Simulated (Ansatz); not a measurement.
## Ba2BCl, before and after

The guess for Ba2BCl was made by a generator: random cell by space group and Wyckoff sites (P6/mmm, No. 191). Lengths were set from tabulated atomic sizes, so they are only a guess.

start.cif

```cif
data_structure
_symmetry_space_group_name_H-M 'P 1'
_symmetry_Int_Tables_number 1
_cell_length_a 5.6921
_cell_length_b 5.6921
_cell_length_c 4.7170
_cell_angle_alpha 90.000
_cell_angle_beta 90.000
_cell_angle_gamma 120.000
_cell_volume 132.35
loop_
_atom_site_label
_atom_site_type_symbol
_atom_site_fract_x
_atom_site_fract_y
_atom_site_fract_z
_atom_site_occupancy
Ba1 Ba 0.33333 0.66667 0.00000 1
Ba2 Ba 0.66667 0.33333 0.00000 1
B1 B 0.00000 0.00000 0.00000 1
Cl1 Cl 0.00000 0.00000 0.50000 1
```

Method: Ansatz 0.2.0, DFT PBE, scalar-relativistic, plane waves, PAW. Cutoff 420 eV, Gaussian smearing, Γ-centred meshes. Cell and atoms relax first on a coarse mesh and then on a finer one. In between, the cell is made exact in the group found at 0.06 Å. In metals the finer mesh still leaves noise of several meV/atom or more. The steps can't lower the symmetry of their start. No spin polarisation.

end.cif

```cif
data_structure
_symmetry_space_group_name_H-M 'P 1'
_symmetry_Int_Tables_number 1
_cell_length_a 5.5524
_cell_length_b 5.5524
_cell_length_c 5.4246
_cell_angle_alpha 90.000
_cell_angle_beta 90.000
_cell_angle_gamma 120.000
_cell_volume 144.83
loop_
_atom_site_label
_atom_site_type_symbol
_atom_site_fract_x
_atom_site_fract_y
_atom_site_fract_z
_atom_site_occupancy
Ba1 Ba 0.33333 0.66667 0.00000 1
Ba2 Ba 0.66667 0.33333 0.00000 1
B1 B 0.00000 0.00000 0.00000 1
Cl1 Cl 0.00000 0.00000 0.50000 1
```

The symmetry stays P6/mmm (No. 191). The volume per atom grows by 9.4 %, from 33.1 to 36.2 Å³. The shortest distance goes from 2.36 Å (B–Cl) to 2.71 Å (B–Cl). The ratio c/a of the conventional cell changes by a factor of 1.18.

```yaml
Volume_per_atom: 36.21 Å³
Density: 3.68 g/cm³
Formation_energy: +0.47 eV/atom
Gap_on_the_12×12×8_mesh_of_the_4-atom_cell: 0 eV (a metal)
```

The zero of energy is the elements' standard structures at the same level (Cl₂ as a molecule); no fitted shifts are applied. A positive value: parting into the elements would lower its energy.

The last run used Gaussian smearing of 0.10 eV. The cell is a metal run without spin; a magnetic state may lie lower. A structure relaxed within its symmetry needn't be a true minimum. In all, the 3 runs took 110 s on 1 thread of Arm Neoverse V1, with other jobs on the host. Another cell of Ba2BCl relaxed alike, in P4/mmm, lies 0.94 eV/atom lower, so this cell isn't the stable form at this level.
